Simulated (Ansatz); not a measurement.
Relaxed-ion elastic tensor of Sb (fcc (Cu type), space group No. 225) in GPa (Voigt order), r²SCAN+D4 in the plane-wave PAW code Ansatz; density 7.56 g/cm³, 26.75 Å³ per atom.

```json
[
 {"": "1", "1": "38.5", "2": "75.9", "3": "75.9", "4": "0.0", "5": "0.0", "6": "0.0"},
 {"": "2", "1": "75.9", "2": "38.5", "3": "75.9", "4": "0.0", "5": "0.0", "6": "0.0"},
 {"": "3", "1": "75.9", "2": "75.9", "3": "38.5", "4": "0.0", "5": "0.0", "6": "0.0"},
 {"": "4", "1": "0.0", "2": "0.0", "3": "0.0", "4": "-5.3", "5": "0.0", "6": "0.0"},
 {"": "5", "1": "0.0", "2": "0.0", "3": "0.0", "4": "0.0", "5": "-5.3", "6": "0.0"},
 {"": "6", "1": "0.0", "2": "0.0", "3": "0.0", "4": "0.0", "5": "0.0", "6": "-5.3"}
]
```

### Question
Is the crystal mechanically stable?

### Answer
No: the smallest eigenvalue of C is -37.4 GPa.

Space group Fm-3m (fcc (Cu type)). The workflow started from an entry of the Crystallography Open Database (COD), which files this formula under 5 space groups. It is not the phase usual at ambient conditions (space group No. 166). Symmetry was held in the r²SCAN+D4 relaxation. At this level the phase is mechanically unstable. As this level gives no gap, shear constants depend on the k-mesh and smearing (Fermi–Dirac, 0.1 eV here). Spin–orbit coupling is left out wherever it is not named.

Potentials: the later of the program's two PAW sets.
